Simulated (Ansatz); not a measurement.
All numbers below come from DFT PBE, scalar-relativistic, plane waves, PAW in Ansatz. All cells share a 420 eV cutoff and Γ-centred k meshes spaced at most about 0.3 Å⁻¹ (about 0.25 or finer for metals, 2π included). No spin polarisation in the final relaxations.

All energies are static (0 K, no zero-point motion). All come from trial cells, and lower structures may exist.

Question: Order these relaxed structures of LiC2 by energy, lowest first, with the energy over the lowest of them.
1.

```cif
data_structure
_symmetry_space_group_name_H-M 'Cmmm'
_symmetry_Int_Tables_number 65
_cell_length_a 7.8862
_cell_length_b 8.0633
_cell_length_c 2.6263
_cell_angle_alpha 90.000
_cell_angle_beta 90.000
_cell_angle_gamma 90.000
_cell_volume 167.00
loop_
_atom_site_label
_atom_site_type_symbol
_atom_site_symmetry_multiplicity
_atom_site_Wyckoff_symbol
_atom_site_fract_x
_atom_site_fract_y
_atom_site_fract_z
_atom_site_occupancy
Li1 Li 4 e 0.25000 0.25000 0.00000 1
C1 C 8 q 0.09233 0.08986 0.50000 1
```

2.

```cif
data_structure
_symmetry_space_group_name_H-M 'C2'
_symmetry_Int_Tables_number 5
_cell_length_a 5.0776
_cell_length_b 6.1048
_cell_length_c 3.5297
_cell_angle_alpha 90.000
_cell_angle_beta 133.588
_cell_angle_gamma 90.000
_cell_volume 79.25
loop_
_atom_site_label
_atom_site_type_symbol
_atom_site_symmetry_multiplicity
_atom_site_Wyckoff_symbol
_atom_site_fract_x
_atom_site_fract_y
_atom_site_fract_z
_atom_site_occupancy
Li1 Li 2 b 0.50000 0.52343 0.50000 1
C1 C 4 c 0.00101 0.65490 0.68068 1
```

3.

```cif
data_structure
_symmetry_space_group_name_H-M 'P-6m2'
_symmetry_Int_Tables_number 187
_cell_length_a 3.6447
_cell_length_b 3.6447
_cell_length_c 3.4996
_cell_angle_alpha 90.000
_cell_angle_beta 90.000
_cell_angle_gamma 120.000
_cell_volume 40.26
loop_
_atom_site_label
_atom_site_type_symbol
_atom_site_symmetry_multiplicity
_atom_site_Wyckoff_symbol
_atom_site_fract_x
_atom_site_fract_y
_atom_site_fract_z
_atom_site_occupancy
Li1 Li 1 a 0.00000 0.00000 0.00000 1
C1 C 2 i 0.66667 0.33333 0.68071 1
```

Answer: 1 (0 meV/atom), 2 (129 meV/atom), 3 (178 meV/atom). Forms: 1 Cmmm; 2 C2; 3 P-6m2. Counting C atoms around Li (those within 1.25 times the shortest such distance or 1.15 times the sum of covalent radii): cell 1 has Li 4; cell 2 has Li 6; cell 3 has Li 6. Cell 1 holds C–C units of three or more atoms (shortest 1.45 Å); cell 2 holds C–C pairs (shortest 1.27 Å); cell 3 holds C–C pairs (shortest 1.26 Å). Even the lowest lies +1.10 eV/atom against the elements.

In C2, P-6m2 an odd number of electrons in the primitive cell allows no gap without spin; a larger cell or a magnetic state could open one. Cells relaxed within their symmetry can be saddle points. The C2 cell of LiC2 came from shaking the P-6m2 one. Some candidate types were left out of the draw beforehand, so a known form may be missing.
